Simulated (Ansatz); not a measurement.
ZrB: energy along a strain

ZrB, Fm-3m, a = 4.650 Å (as given, not relaxed at this level: 34.8 GPa). The structure is a COD entry; whether it is the stable form wasn't checked. Ansatz: PBE, PAW, 420 eV, Γ-centred 18×18×18 mesh on 2 atoms, Gaussian smearing 0.15 eV; no spin polarisation. Cell vectors (Å): 0.000 2.325 2.325; 2.325 0.000 2.325; 2.325 2.325 0.000. The cell is strained by x per cent times the pattern (0 0 0 0 1 0) in the order xx yy zz yz xz xy (engineering shears), with fractional coordinates held. y is the free energy over the start, V0 = 12.568 Å³/atom. Symmetry makes y even in x.

```
x (%) y (meV/atom)
-6.00             ?
-3.00          2.69
 0.00          0.00
 0.75          0.17
 1.50          0.67
 2.25          1.51
 3.75          4.22
 4.50          6.10
 5.25          8.31
```

**Question.** Fit y = c2 x² + c4 x⁴ to the other rows, get the stiffness along the pattern, and predict the missing energy.

**Answer.** Least squares on the rows shown. y = 0.2984 x² + 0.0001173 x⁴. The clamped-ion stiffness p·C·p = 2 × 2.984 eV × 160.2 / 12.568 Å³ = 76 GPa, which is C55 in these axes (C44 of the cubic crystal) (second derivative at the start, which stands under stress). At x = -6.00 the fit asked for gives 10.89 meV/atom. The run gave 10.84 meV/atom, so the fit is 0.05 meV/atom too high, a small miss on the scale of the series.